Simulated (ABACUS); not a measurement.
Band structure of Ta2O5 (P2/m, 7 atoms in the cell; from Materials Project mp-1238961).

```yaml
crystal:
  lattice:
    - [3.84141, 0.00000, 0.00000]
    - [0.00000, 3.86272, 0.00000]
    - [-1.81894, 0.00000, 6.52896]
  atoms:
    - { symbol: Ta, position: [0.64953, 0.00000, 0.79131] }
    - { symbol: Ta, position: [0.35047, 0.00000, 0.20869] }
    - { symbol: O, position: [0.66212, 0.50000, 0.79833] }
    - { symbol: O, position: [0.33788, 0.50000, 0.20167] }
    - { symbol: O, position: [0.18976, 0.00000, 0.87062] }
    - { symbol: O, position: [0.81024, 0.00000, 0.12938] }
    - { symbol: O, position: [0.50000, 0.00000, 0.50000] }
```

Level of theory: PBEsol, PseudoDojo 0.4 standard norm-conserving PBEsol (tails mended) pseudopotentials (plane waves; ABACUS 3.10.1).

Settings: KPT = Gamma 4 4 2 0 0 0; basis_type = pw; dft_functional = PBESOL; ecutwfc = 84 Ry; smearing_method = fd; smearing_sigma = 0.000734986 Ry; potentials = PseudoDojo 0.4 standard norm-conserving PBEsol (tails mended); symmetry = 1; nbands = 34; ks_solver = dav_subspace; scf_nmax = 100; scf_thr = 1.0e-09 Ry; mixing_type = broyden; mixing_beta = 0.4.

Spin-orbit coupling is left out, which matters for bands and gaps with elements this heavy. The structure comes from a collection of computed structures, made at another level of theory; the collection holds predicted forms beside known ones.

**Question.** Predict the gap along the standard path and the places of the band edges.

**Answer.** The gap along the path is 2.18 eV, from E to Y; the smallest direct gap on it is 2.84 eV.

Points are given in units of this cell's reciprocal vectors. Levels in eV from the top of the valence band on the SCF mesh, bands 25 to 32:
```
point                     25     26     27     28    29    30    31    32
---------------------  -----  -----  -----  -----  ----  ----  ----  ----
Γ (0 0 0)              -0.97  -0.83  -0.66  -0.63  2.22  2.61  2.76  4.29
Y (0 0 0.5)            -0.96  -0.89  -0.83  -0.80  2.18  2.66  2.73  4.14
H (-0.457 0 0.716)     -1.26  -1.15  -0.95  -0.79  2.45  3.23  4.01  4.68
C (-0.5 0 0.5)         -1.28  -1.13  -0.95  -0.77  2.50  3.07  3.89  4.62
E (-0.5 0.5 0.5)       -2.01  -0.71  -0.12   0.00  3.15  5.00  5.55  6.17
M1 (-0.543 0.5 0.284)  -2.29  -0.63  -0.12  -0.05  3.28  4.86  5.54  6.14
A (-0.5 0.5 0)         -1.99  -0.62  -0.12  -0.03  3.20  4.95  5.57  6.16
X (-0.5 0 0)           -1.25  -1.18  -0.96  -0.78  2.48  3.13  4.03  4.61
D (0 0.5 0.5)          -2.29  -1.79  -1.35  -0.34  4.14  5.41  5.50  5.69
```

“Tails mended”: in these copies of the files the far tail of each local potential was reset to the Coulomb form.
